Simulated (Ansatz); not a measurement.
Relaxed-ion elastic tensor of AlN in space group P4/mmm (No. 123; Al on 1c, N on 1a) in GPa (Voigt order), the program Ansatz at the PBE+D3(BJ) level (PAW); density 2.46 g/cm³, 13.81 Å³ per atom.

```
  637   30.2   -6.9    0.0    0.0    0.0
 30.2    637   -6.9    0.0    0.0    0.0
 -6.9   -6.9   27.7    0.0    0.0    0.0
  0.0    0.0    0.0  -13.1    0.0    0.0
  0.0    0.0    0.0    0.0  -13.1    0.0
  0.0    0.0    0.0    0.0    0.0    115
```

### Question
Is the crystal mechanically stable?

### Answer
No: the smallest eigenvalue of C is -13.1 GPa.

The cell is a constructed one: a structure type filled with these elements; neither database checked (COD, Materials Project) lists it. It is not the phase usual at ambient conditions (space group No. 186, 216). The cell was relaxed with PBE+D3(BJ) under the symmetry of its start. At this level the phase is dynamically unstable (imaginary phonons).

Potentials: the later of the program's two PAW sets.
